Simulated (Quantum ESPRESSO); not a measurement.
## Band energies of LuAg2

```
CELL_PARAMETERS angstrom
     -1.81893     1.81893     4.52747
      1.81893    -1.81893     4.52747
      1.81893     1.81893    -4.52747
ATOMIC_POSITIONS crystal
  Ag 0.66839 0.66839 0.00000
  Ag 0.33161 0.33161 0.00000
  Lu 0.00000 0.00000 0.00000
```

PBEsol (pw.x of Quantum ESPRESSO, ONCV potentials, no spin-orbit coupling); path ΓXYSΓZS1NPY1Z,XP; energies in eV from the Fermi level.

```
k (1/Å)  point  band 28  band 29  band 30  band 31  band 32  band 33  band 34  band 35
-------  -----  -------  -------  -------  -------  -------  -------  -------  -------
0.00         Γ    -4.53    -4.53    -3.95    -1.01     1.08     2.12     2.12     2.58
0.33              -4.62    -4.35    -4.02    -0.56     1.30     1.36     1.59     3.82
0.67              -4.28    -4.22    -3.91    -0.11     0.34     1.26     2.03     2.28
1.00              -4.26    -4.06    -2.52    -0.87    -0.81     1.77     2.13     2.79
1.22         X    -4.24    -4.19    -2.15    -1.19    -0.50     1.65     2.10     2.41
1.22         Y    -4.20    -4.19    -2.15    -1.68    -0.32     1.47     2.20     3.14
1.53              -4.22    -4.07    -2.32    -2.07    -1.10     1.95     2.36     2.50
1.84              -4.10    -3.95    -2.59    -2.19    -1.80     1.83     2.34     2.60
1.95         S    -4.07    -3.94    -2.61    -2.27    -1.78     1.79     2.33     2.62
2.15              -4.24    -3.97    -3.60    -1.60    -0.56     1.29     2.31     2.84
2.45              -4.50    -4.35    -4.06    -0.10    -0.07     1.16     2.97     3.36
2.75              -4.55    -4.46    -4.00    -0.83     1.15     1.36     2.36     3.12
2.95         Γ    -4.53    -4.53    -3.95    -1.01     1.08     2.12     2.12     2.58
3.06              -4.51    -4.51    -3.96    -1.22     1.09     2.17     2.17     2.75
3.41              -4.42    -4.42    -4.12    -2.94     1.13     3.01     3.01     3.41
3.64         Z    -4.41    -4.36    -4.20    -3.53     1.15     3.32     3.80     3.80
3.75              -4.36    -4.31    -4.19    -3.53     1.14     3.21     3.72     3.82
4.06              -4.07    -4.05    -3.67    -3.50     0.30     2.23     2.94     2.96
4.37        S1    -4.07    -3.94    -2.61    -2.27    -1.78     1.79     2.33     2.62
4.74         N    -4.34    -3.93    -3.32    -2.29     0.48     0.64     2.10     2.71
5.03              -4.25    -4.12    -2.79    -2.30     0.16     0.86     2.23     3.07
5.32              -4.31    -4.22    -2.27    -1.76    -0.54     1.92     1.99     3.10
5.60         P    -4.27    -4.24    -2.14    -0.93    -0.93     1.13     2.95     2.95
5.90              -4.22    -4.20    -2.16    -1.47    -0.44     1.52     2.22     2.94
6.00        Y1    -4.20    -4.19    -2.15    -1.68    -0.32     1.47     2.20     3.14
6.17              -4.18    -4.15    -2.36    -2.21     0.07     1.01     2.43     2.89
6.43              -4.12    -4.06    -3.12    -2.78     0.72     0.85     2.96     3.05
6.69              -4.19    -4.03    -3.76    -3.50     1.09     1.97     3.46     3.48
6.94              -4.35    -4.33    -4.19    -3.53     1.15     3.24     3.78     3.78
7.03         Z    -4.41    -4.36    -4.20    -3.53     1.15     3.32     3.80     3.80
7.03         X    -4.24    -4.19    -2.15    -1.19    -0.50     1.65     2.10     2.41
7.11              -4.24    -4.20    -2.15    -1.18    -0.55     1.51     2.17     2.66
7.37         P    -4.27    -4.24    -2.14    -0.93    -0.93     1.13     2.95     2.95
```

A metal at this level: along this path band 32 crosses the Fermi level.

Spin-orbit splittings are left out. The 4f states are in the valence at their DFT position.

Geometry of the Materials Project entry, not relaxed at this level.

The structure is a Materials Project entry; no match was found in the copy of COD used, and its stability was not checked.
